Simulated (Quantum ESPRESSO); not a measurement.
# Planted mistakes on one cell of Ti2TaO5F3

The results below are calculated, not measured. They come from pw.x of Quantum ESPRESSO 7.5, a plane-wave density functional program, with PseudoDojo standard norm-conserving files (v0.5 for PBE, v0.4.1 for LDA and PBEsol). The cells are made up: elements, strain and atom displacements were drawn at random, and nothing was relaxed. There is no spin polarisation, spin-orbit coupling or dispersion term.

The cell has 12 sites of a fluorite lattice. Sites 1 to 4 hold empty Ti Ti Ta; sites 5 to 12 hold O F O F O O F O. Cell vectors in Å: (4.936, 0.032, 0.010); (0.032, 5.019, -0.083); (0.010, -0.083, 5.070). Settings: PBE, cutoff 1143 eV, 5 x 4 x 4 k mesh shifted by half a step, Fermi-Dirac smearing of 0.025 eV.

The intended run has a self-consistency threshold of 1e-07 eV, a smearing term of 0.000 eV, a pressure of -17.68 GPa and 23 iterations. Each further run changes one thing: atoms of sites 11 and 12 exchanged; cutoff 613 eV; k mesh 2 x 2 x 2; one electron added; smearing 0.47 eV; threshold 0.6 eV. A coarse mesh keeps the shift, and a charged cell sits in a uniform background.

| run | change of free energy (eV) | smearing term -TS (eV) | change of P (GPa) | largest change of a force component (eV/Å) | iterations |
| --- | --- | --- | --- | --- | --- |
| A | 0.189 | 0.000 | 1.19 | 0.178 | 11 |
| B | -0.955 | -2.527 | 2.80 | 0.575 | 20 |
| C | -0.243 | 0.000 | -0.52 | 0.134 | 25 |
| D | -0.135 | 0.000 | 0.46 | 3.627 | 24 |
| E | 9.749 | -0.034 | 21.25 | 0.324 | 22 |
| F | 15.231 | 0.000 | -81.08 | 0.278 | 24 |

A rerun of the intended cell at 1437 eV and k mesh 7 x 6 x 6 moved values by no more than 0.002 eV in the cell's energy, 0.06 GPa in stress and 0.011 eV/Å in force.

Question: which change belongs to which run?

## Worked reading

Run A has the fewest iterations, as a run stopped early does. Run B has the largest smearing term, as wide smearing gives. Run F has a higher energy and the largest fall in pressure, as too small a basis gives. Energies from files of another functional, or of a charged cell, have another zero and say nothing on stability; the pressure of a charged cell rests on the program's zero of potential too.

## Key

| run | change |
| --- | --- |
| A | threshold 0.6 eV |
| B | smearing 0.47 eV |
| C | k mesh 2 x 2 x 2 |
| D | atoms of sites 11 and 12 exchanged |
| E | one electron added |
| F | cutoff 613 eV |